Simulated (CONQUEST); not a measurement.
Checks by hand on TiO₂ (P4_2/mnm, 6 atoms in the cell; from Materials Project mp-2657)

```xyz
6
Lattice="4.5998 0.0000 0.0000 0.0000 4.5998 0.0000 0.0000 0.0000 2.9592" Properties=species:S:1:pos:R:3 pbc="T T T"
Ti     2.2999     2.2999     0.0000
Ti     0.0000     0.0000     1.4796
O      3.2000     3.2000     1.4796
O      1.3998     1.3998     1.4796
O      3.6997     0.9001     0.0000
O      0.9001     3.6997     0.0000
```

Level of theory: PBE, numerical atomic orbitals double-zeta with polarisation (the shipped basis), PseudoDojo norm-conserving potentials made for PBE (CONQUEST).

Main settings: basis = DZP; Diag.MPMeshX, Y, Z = 5 5 7; potentials = PseudoDojo norm-conserving PBE; Grid.GridCutoff = 140 Ha; DM.SolutionMethod = diagon; Diag.SmearingType = 1; Diag.kT = 0.000735 Ha; Diag.GammaCentred = true.

The program uses no crystal symmetry, so grid and mesh can part values that symmetry would make equal. The atom-centred basis is finite, which shifts total energies and pressures against plane waves. The structure comes from a collection of computed structures, made at another level of theory; the collection holds predicted forms beside known ones.

The cell was also run at V = 61.986 Å³ (F = -5038.25657 eV, P = 8.76 GPa) and V = 63.239 Å³ (F = -5038.30460 eV, P = 3.87 GPa), scaled uniformly; the base has V = 62.613 Å³, P = 6.07 GPa and F₀ = -5038.28532 eV.

Check the pressure against the energies, and estimate the bulk modulus and the volume of zero pressure.

P = −dF/dV ≈ −(-0.04803 eV)/(1.253 Å³) = 0.03833 eV/Å³; times 160.218 GPa per eV/Å³ this is 6.14 GPa, against 6.07 GPa from the stress tensor. B = −V dP/dV ≈ −62.613 × (-4.89 GPa)/(1.253 Å³) = 244 GPa at this volume. The curvature of the energies, B = V (F₊ + F₋ − 2F₀)/(ΔV/2)², gives 242 GPa. To first order the pressure vanishes at V0 ≈ V(1 + P/B) = 64.17 Å³, so all lengths change by about 0.82 %. Shape and fractional positions were held, which usually makes B too large where they are free.

The lattice vector along x was scaled by 0.99 and 1.01. Diagonal stress (xx, yy, zz; GPa, positive for compression): 9.37, 7.89, 8.50 at 0.99 and 3.20, 4.29, 4.79 at 1.01. Free energies at 0.99, 1 and 1.01: -5038.2556, -5038.2853, -5038.3033 eV; V = 62.61 Å³.

Estimate the stress-strain coefficients for strain along x.

With compression positive, C = −Δσ/Δε and Δε = 0.02: xx–xx: −(3.20 − (9.37))/0.02 = 308 GPa; yy–xx: −(4.29 − (7.89))/0.02 = 180 GPa; zz–xx: −(4.79 − (8.50))/0.02 = 186 GPa. From the energies, (F₊ + F₋ − 2F₀)/(V ε²) = 0.0117 eV/(62.61 Å³ × 10⁻⁴) × 160.218 = 299 GPa for the first kind of constant. They agree to within 3 %. These are clamped-ion values at the base cell's own pressure; letting the atoms relax lowers them where positions are free.

Atom 3 (O, mass 16.00 u) was moved by −0.04 and +0.04 Å along x. The force on it along x was 0.447 and -0.532 eV/Å, and the free energy of the cell changed by 10.09 and 10.69 meV.

Find the force constant in two ways and the frequency of this atom against fixed neighbours.

From the forces, k = −(F₊ − F₋)/(2u) = −(-0.532 − (0.447))/0.080 = 12.24 eV/Å². From the energies, k = (ΔE₊ + ΔE₋)/u² = 0.02078 eV/(0.04 Å)² = 12.99 eV/Å². They differ by about 6 %; finite steps, anharmonic terms and grid noise can each give a difference of this size. With ν = 15.633 THz × √(k/m) for k in eV/Å² and m in u, ν = 13.7 THz (456 cm⁻¹). All periodic images move together and the other atoms are held, so this is no normal mode of the crystal.
